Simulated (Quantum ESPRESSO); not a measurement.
# Mg2AlS3F: one run as intended and one with a planted mistake

Simulated, not a measurement. The program is pw.x of Quantum ESPRESSO 7.5 (plane-wave density functional theory). The cell is made up: 7 atoms on a zincblende/diamond lattice with one site empty, with randomly drawn elements, strain and displacements, not relaxed. PseudoDojo standard norm-conserving files (v0.5 for PBE, v0.4.1 for LDA and PBEsol) set the functional; there is no spin polarisation, spin-orbit coupling or dispersion term, and the masses in the input are unused placeholders.

Intended input:

```
&control calculation='scf', pseudo_dir='./dojo.nc.sr.pbe.v0_5.standard.upf', outdir='./o', disk_io='medium', tprnfor=.true., tstress=.true. /
&system ibrav=0, nat=7, ntyp=4, nbnd=30, ecutwfc=84.00895049, nosym=.true., tot_charge=0,
 occupations='smearing', smearing='fd', degauss=0.0018374661
/
&electrons conv_thr=7.350e-09, electron_maxstep=60, /
ATOMIC_SPECIES
Al 1.0 Al.upf
F 1.0 F.upf
Mg 1.0 Mg.upf
S 1.0 S.upf
CELL_PARAMETERS angstrom
5.4915 -0.0278 -0.0143
-0.0278 5.4003 -0.0777
-0.0143 -0.0777 5.3942
ATOMIC_POSITIONS angstrom
Mg 0.0681 0.0488 0.1066
Mg 2.7764 0.0512 2.6769
Al 2.781 2.6506 -0.0399
S 1.4316 1.3436 1.3696
S 1.3274 3.993 4.0669
F 4.1622 1.3181 3.9961
S 4.021 4.0086 1.3313
K_POINTS automatic
4 4 4 1 1 1
```

The log is shortened where brackets say so; the opening notice, blank lines, dates and the lines on written files are dropped, and the path of the files is cut. It prints rydbergs, bohrs and kilobars, and counts compression as positive stress. Where no state is partly filled, the Fermi energy that it prints is only some level between the filled and the empty states on the mesh, and need not lie in the true gap.

Log of the intended run:

```
     Program PWSCF v.7.5
     Parallel version (MPI & OpenMP), running on       1 processor cores
     Number of MPI processes:                 1
     Threads/MPI process:                     1
     [start-up lines left out]
     bravais-lattice index     =            0
     lattice parameter (alat)  =      10.3776  a.u.
     unit-cell volume          =    1079.2648 (a.u.)^3
     number of atoms/cell      =            7
     number of atomic types    =            4
     number of electrons       =        48.00
     number of Kohn-Sham states=           30
     kinetic-energy cutoff     =      84.0090  Ry
     charge density cutoff     =     336.0358  Ry
     scf convergence threshold =      7.3E-09
     mixing beta               =       0.7000
     number of iterations used =            8  plain     mixing
     Exchange-correlation= PBE
                           (   1   4   3   4   0   0   0)
     [axes and pseudopotential details left out]
   Cartesian axes
     site n.     atom                  positions (alat units)
         1        Mg     tau(   1) = (   0.0124008   0.0088863   0.0194115  )
         2        Mg     tau(   2) = (   0.5055732   0.0093233   0.4874545  )
         3        Al     tau(   3) = (   0.5064108   0.4826654  -0.0072657  )
         4        S      tau(   4) = (   0.2606896   0.2446651   0.2493996  )
         5        S      tau(   5) = (   0.2417151   0.7271120   0.7405689  )
         6        F      tau(   6) = (   0.7579227   0.2400216   0.7276765  )
         7        S      tau(   7) = (   0.7322107   0.7299527   0.2424253  )
     number of k points=    32  Fermi-Dirac smearing, width (Ry)=  0.0018
                       cart. coord. in units 2pi/alat
        k(    1) = (   0.1259953   0.1296243   0.1294580), wk =   0.0625000
        k(    2) = (   0.1266768   0.1332906   0.3840262), wk =   0.0625000
     [further k points left out]
     Dense  grid:   112349 G-vectors     FFT dimensions: (  64,  60,  60)
     Estimated max dynamical RAM per process >     132.66 MB
     Initial potential from superposition of free atoms
     starting charge      47.9958, renormalised to      48.0000
     Starting wfcs are   30 randomized atomic wfcs
     total cpu time spent up to now is       10.9 secs
     per-process dynamical memory:    94.4 Mb
     Self-consistent Calculation
     iteration #  1     ecut=    84.01 Ry     beta= 0.70
     Davidson diagonalization with overlap
     ethr =  1.00E-02,  avg # of iterations =  5.2
     total cpu time spent up to now is       39.1 secs
     total energy              =    -357.83637120 Ry
     estimated scf accuracy    <       0.65594095 Ry
     iteration #  2     ecut=    84.01 Ry     beta= 0.70
     Davidson diagonalization with overlap
     ethr =  1.37E-03,  avg # of iterations =  2.0
     total cpu time spent up to now is       60.9 secs
     total energy              =    -357.97907312 Ry
     estimated scf accuracy    <       0.45092528 Ry
     [iterations 3 to 8 left out]
     iteration #  9     ecut=    84.01 Ry     beta= 0.70
     Davidson diagonalization with overlap
     ethr =  6.51E-10,  avg # of iterations =  2.0
     total cpu time spent up to now is      213.2 secs
     total energy              =    -358.08595672 Ry
     estimated scf accuracy    <       0.00000006 Ry
     iteration # 10     ecut=    84.01 Ry     beta= 0.70
     Davidson diagonalization with overlap
     ethr =  1.26E-10,  avg # of iterations =  2.0
     total cpu time spent up to now is      234.4 secs
     End of self-consistent calculation
     [lines on levels left out]
     the Fermi energy is     4.0617 ev
!    total energy              =    -358.08595673 Ry
     estimated scf accuracy    <          4.3E-09 Ry
     smearing contrib. (-TS)   =      -0.00000000 Ry
     internal energy E=F+TS    =    -358.08595673 Ry
     The total energy is F=E-TS. E is the sum of the following terms:
     one-electron contribution =    -263.38919044 Ry
     hartree contribution      =     137.90473715 Ry
     xc contribution           =     -63.83425131 Ry
     ewald contribution        =    -168.76725214 Ry
     convergence has been achieved in  10 iterations
     Forces acting on atoms (cartesian axes, Ry/au):
     atom    1 type  3   force =    -0.04088553   -0.01510120   -0.02468406
     atom    2 type  3   force =     0.01253899   -0.00832441    0.05580203
     atom    3 type  1   force =    -0.02340928    0.03283097    0.00093014
     atom    4 type  4   force =     0.02588204    0.08274314   -0.02426811
     atom    5 type  4   force =     0.05070459   -0.04449330   -0.01403108
     atom    6 type  2   force =    -0.05345493   -0.00630438    0.04487468
     atom    7 type  4   force =     0.02862413   -0.04135081   -0.03862360
     Total force =     0.171058     Total SCF correction =     0.000118
     Computing stress (Cartesian axis) and pressure
          total   stress  (Ry/bohr**3)                   (kbar)     P=      -18.14
  -0.00010858  -0.00004520   0.00005075          -15.97       -6.65        7.47
  -0.00004520  -0.00017097   0.00014967           -6.65      -25.15       22.02
   0.00005075   0.00014967  -0.00009046            7.47       22.02      -13.31
     init_run     :     10.43s CPU     10.72s WALL (       1 calls)
     electrons    :    211.19s CPU    223.55s WALL (       1 calls)
     forces       :      2.79s CPU      2.84s WALL (       1 calls)
     stress       :     10.34s CPU     10.42s WALL (       1 calls)
     [timing details left out]
     PWSCF        :   3m54.96s CPU   4m 7.92s WALL
     JOB DONE.
```

A second run has one planted mistake: the plane-wave cutoff is too low. The input lines that differ, file-writing options aside:

```
- &system ibrav=0, nat=7, ntyp=4, nbnd=30, ecutwfc=84.00895049, nosym=.true., tot_charge=0,
+ &system ibrav=0, nat=7, ntyp=4, nbnd=30, ecutwfc=47.84761747, nosym=.true., tot_charge=0,
```

Its log:

```
     Program PWSCF v.7.5
     Parallel version (MPI & OpenMP), running on       1 processor cores
     Number of MPI processes:                 1
     Threads/MPI process:                     1
     [start-up lines left out]
     bravais-lattice index     =            0
     lattice parameter (alat)  =      10.3776  a.u.
     unit-cell volume          =    1079.2648 (a.u.)^3
     number of atoms/cell      =            7
     number of atomic types    =            4
     number of electrons       =        48.00
     number of Kohn-Sham states=           30
     kinetic-energy cutoff     =      47.8476  Ry
     charge density cutoff     =     191.3905  Ry
     scf convergence threshold =      7.3E-09
     mixing beta               =       0.7000
     number of iterations used =            8  plain     mixing
     Exchange-correlation= PBE
                           (   1   4   3   4   0   0   0)
     [axes and pseudopotential details left out]
   Cartesian axes
     site n.     atom                  positions (alat units)
         1        Mg     tau(   1) = (   0.0124008   0.0088863   0.0194115  )
         2        Mg     tau(   2) = (   0.5055732   0.0093233   0.4874545  )
         3        Al     tau(   3) = (   0.5064108   0.4826654  -0.0072657  )
         4        S      tau(   4) = (   0.2606896   0.2446651   0.2493996  )
         5        S      tau(   5) = (   0.2417151   0.7271120   0.7405689  )
         6        F      tau(   6) = (   0.7579227   0.2400216   0.7276765  )
         7        S      tau(   7) = (   0.7322107   0.7299527   0.2424253  )
     number of k points=    32  Fermi-Dirac smearing, width (Ry)=  0.0018
                       cart. coord. in units 2pi/alat
        k(    1) = (   0.1259953   0.1296243   0.1294580), wk =   0.0625000
        k(    2) = (   0.1266768   0.1332906   0.3840262), wk =   0.0625000
     [further k points left out]
     Dense  grid:    48247 G-vectors     FFT dimensions: (  45,  45,  45)
     Estimated max dynamical RAM per process >      58.49 MB
     Check: negative core charge=   -0.000025
     Initial potential from superposition of free atoms
     starting charge      47.9958, renormalised to      48.0000
     Starting wfcs are   30 randomized atomic wfcs
     total cpu time spent up to now is        5.4 secs
     per-process dynamical memory:    44.7 Mb
     Self-consistent Calculation
     iteration #  1     ecut=    47.85 Ry     beta= 0.70
     Davidson diagonalization with overlap
     ethr =  1.00E-02,  avg # of iterations =  4.8
     total cpu time spent up to now is       15.3 secs
     total energy              =    -356.98287947 Ry
     estimated scf accuracy    <       0.68052479 Ry
     iteration #  2     ecut=    47.85 Ry     beta= 0.70
     Davidson diagonalization with overlap
     ethr =  1.42E-03,  avg # of iterations =  2.0
     total cpu time spent up to now is       23.9 secs
     total energy              =    -357.13497717 Ry
     estimated scf accuracy    <       0.36488304 Ry
     [iterations 3 to 8 left out]
     iteration #  9     ecut=    47.85 Ry     beta= 0.70
     Davidson diagonalization with overlap
     ethr =  2.89E-10,  avg # of iterations =  2.7
     total cpu time spent up to now is       78.5 secs
     total energy              =    -357.22187598 Ry
     estimated scf accuracy    <       0.00000003 Ry
     iteration # 10     ecut=    47.85 Ry     beta= 0.70
     Davidson diagonalization with overlap
     ethr =  5.91E-11,  avg # of iterations =  2.0
     total cpu time spent up to now is       84.5 secs
     End of self-consistent calculation
     [lines on levels left out]
     the Fermi energy is     3.9399 ev
!    total energy              =    -357.22187599 Ry
     estimated scf accuracy    <          1.9E-09 Ry
     smearing contrib. (-TS)   =      -0.00000000 Ry
     internal energy E=F+TS    =    -357.22187599 Ry
     The total energy is F=E-TS. E is the sum of the following terms:
     one-electron contribution =    -261.00909179 Ry
     hartree contribution      =     136.11477363 Ry
     xc contribution           =     -63.56030569 Ry
     ewald contribution        =    -168.76725214 Ry
     convergence has been achieved in  10 iterations
     Forces acting on atoms (cartesian axes, Ry/au):
     atom    1 type  3   force =    -0.04109080   -0.01549973   -0.02476035
     atom    2 type  3   force =     0.01488995   -0.00627106    0.05845752
     atom    3 type  1   force =    -0.02297271    0.03267414    0.00073154
     atom    4 type  4   force =     0.02630771    0.08450255   -0.02439359
     atom    5 type  4   force =     0.05116105   -0.04592648   -0.01409318
     atom    6 type  2   force =    -0.05713375   -0.00649354    0.04292225
     atom    7 type  4   force =     0.02883854   -0.04298588   -0.03886420
     Total force =     0.174665     Total SCF correction =     0.000075
     Computing stress (Cartesian axis) and pressure
          total   stress  (Ry/bohr**3)                   (kbar)     P=     -609.04
  -0.00412628  -0.00005198   0.00005078         -607.00       -7.65        7.47
  -0.00005198  -0.00418757   0.00015600           -7.65     -616.01       22.95
   0.00005078   0.00015600  -0.00410673            7.47       22.95     -604.12
     init_run     :      3.79s CPU      5.27s WALL (       1 calls)
     electrons    :     73.48s CPU     79.09s WALL (       1 calls)
     forces       :      1.04s CPU      1.06s WALL (       1 calls)
     stress       :      3.66s CPU      3.69s WALL (       1 calls)
     [timing details left out]
     PWSCF        :   1m22.12s CPU   1m29.33s WALL
     JOB DONE.
```

|  | intended run | run with the mistake |
| --- | --- | --- |
| free energy (eV) | -4872.008 | -4860.251 |
| smearing term -TS (eV) | 0.0000 | 0.0000 |
| pressure (GPa) | -1.81 | -60.90 |
| largest force component (eV/Å) | 2.127 | 2.173 |
| largest change of a force component (eV/Å) |  | 0.095 |
| iterations | 10 | 10 |

For scale, a rerun of the intended cell at 1437 eV and a 6 x 6 x 6 mesh moved values by no more than 0.002 eV in energy, 0.02 GPa in stress and 0.003 eV/Å in force.